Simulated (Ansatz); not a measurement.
Values for one crystal, relaxed and computed with DFT-PBEsol in the program Ansatz with PAW potentials; other levels are named.

| Item | Value |
|---|---|
| Volume per atom | 22.47 Å³ |
| Electronic character | metallic (no gap) |
| Mechanical stability | stable (all eigenvalues of C positive) |
| Zone-centre stability | no imaginary mode at Γ |
| Density of states at the Fermi level | 0.90 states/eV per atom (mean over ±0.08 eV) |
| Elastic constants (relaxed ions, GPa) | C11 = 135, C12 = 79.3, C13 = 72.7, C33 = 172, C44 = 22.5 |
| Pressure derivative B′ | 2.9 |

Question: Which of these materials gives this?
A. Cu, hcp (Mg type)
B. Zn, hcp (Mg type)
C. Zr, hcp (Mg type)
D. Au, hcp (Mg type)

Answer: C, Zr, hcp (Mg type)

Space group P6_3/mmc (hcp (Mg type)). Symmetry was held in the PBEsol relaxation. No spin polarisation was allowed. As this level gives no gap, shear constants depend on the k-mesh and smearing (Fermi–Dirac, 0.1 eV here). Spin–orbit coupling is left out wherever it is not named.

Potentials: the earlier of the program's two PAW sets. The files were generated under PBE; for other functionals the program regenerates the frozen cores, and for LDA and PBEsol the local potential too.
